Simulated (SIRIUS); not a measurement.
SIRIUS run on YGe (Amm2, 4 atoms in the cell; from Materials Project mp-9971, changed as shown): self-consistent single point.

Computed with LDA (PW92), PseudoDojo 0.4 standard norm-conserving LDA (tails mended) pseudopotentials (plane waves; SIRIUS).

The change in words: atom 4 moved by -0.15 angstrom along y. Reference geometry (Cmcm):
```yaml
crystal:
  lattice:
    - [2.14128, -5.36220, 0.00000]
    - [2.14128, 5.36220, 0.00000]
    - [0.00000, 0.00000, 3.95460]
  atoms:
    - { symbol: Y, position: [0.13861, 0.86139, 0.25000] }
    - { symbol: Y, position: [0.86139, 0.13861, 0.75000] }
    - { symbol: Ge, position: [0.41562, 0.58438, 0.25000] }
    - { symbol: Ge, position: [0.58438, 0.41562, 0.75000] }
```

Reference input (self-consistent single point, DFT, LDA (PW92), plane waves, PseudoDojo 0.4 standard norm-conserving LDA (tails mended) pseudopotentials): parameters.ngridk = 5 5 5; parameters.xc_functionals = [XC_LDA_X, XC_LDA_C_PW]; parameters.gk_cutoff = 8.832 1/bohr; parameters.pw_cutoff = 17.664 1/bohr; parameters.smearing = fermi_dirac; parameters.smearing_width = 0.00367493 Ha; potentials = PseudoDojo 0.4 standard norm-conserving LDA (tails mended) pseudopotentials; parameters.electronic_structure_method = pseudopotential; parameters.num_bands = 30; parameters.num_mag_dims = 0; parameters.num_dft_iter = 100; parameters.energy_tol = 1e-07 Ha. This run's input differs from it in these lines:

```diff
@@ -50,3 +50,3 @@
         [0.41562, 0.58438, 0.25],
-        [0.58438, 0.41562, 0.75]
+        [0.598367, 0.401633, 0.75]
       ]
```

Log, with long lists cut:

```
[find] density tolerance         : 1e-06
[find] total energy tolerance    : 1e-07
[find] iter_solver_tol (initial) : 0.01
[find] iter_solver_tol (target)  : 1e-13
[find] num_dft_iter              : 100
Charges and magnetic moments
--------------------------------------------------------------------------------
total charge          : 50.000000
[find] | SCF iteration   0 out of 100|
[diagonalize] iterative solver tolerance (occupied, empty): 0.01 0.01
[diagonalize] average number of iterations: 2
[find] Charges and magnetic moments
[find] total charge          : 50.000000
[find] Energy
[find] smearing (-TS)                 :      -0.00242817
   [... lines left out ...]

[find] Charges and magnetic moments
[find] total charge          : 50.000000
[find] Energy
[find] smearing (-TS)                 :      -0.00254423
[find] Total energy                   :    -260.32623849 (Ha),    -520.65247699 (Ry)
[find] Free energy (E-TS)             :    -260.32878272 (Ha),    -520.65756544 (Ry)
[find] band gap (eV)                  :       0.00000000
[find] Efermi                         :       0.42807702
[find] iteration : 22, RMS (target) : 8.9786e-07 (1.0000e-06) , energy difference (target) : -1.0047e-09 (1.0000e-07)
[find] bands are converged : true
[find] iterative solver converged : false
[find] converged after 23 SCF iterations!
[find] Charges and magnetic moments
[find] total charge          : 50.000000
[find] Energy
[find] smearing (-TS)                 :      -0.00254423
[find] Total energy                   :    -260.32623849 (Ha),    -520.65247699 (Ry)
[find] Free energy (E-TS)             :    -260.32878272 (Ha),    -520.65756544 (Ry)
[find] band gap (eV)                  :       0.00000000
[find] Efermi                         :       0.42807702
[ground_state] === stress tensor components [kbar] ===
[ground_state] === stress_total ===
[ground_state]    47.479571    0.000000    0.000000
[ground_state]     0.000000   43.881398    0.000000
[ground_state]     0.000000    0.000000   35.991457
[ground_state] ==== total Forces in Ha/bohr =====
[ground_state] atom:    0, force:       0.0000000      0.0004783      0.0000000
[ground_state] atom:    1, force:       0.0000000     -0.0114293      0.0000000
[ground_state] atom:    2, force:       0.0000000     -0.0065996      0.0000000
[ground_state] atom:    3, force:       0.0000000      0.0175480      0.0000000
```

The run converged in 23 iterations. SIRIUS prints the stress tensor with tension positive. Against the reference run the free energy rises by 16.8 meV/atom, the pressure goes from -4.67 to -4.25 GPa and the largest force goes from 0.085 to 0.902 eV/Å.

The structure comes from a collection of computed structures, made at another level of theory; the collection holds predicted forms beside known ones. No clean gap shows at this smearing width and mesh (spacing up to 0.32 Å⁻¹); the mesh is coarse for partly filled bands, so the values carry mesh errors.

Cost on one core: about 2.4 core-minutes (a rough figure).

“Tails mended”: in these copies of the files the far tail of each local potential was reset to the Coulomb form.
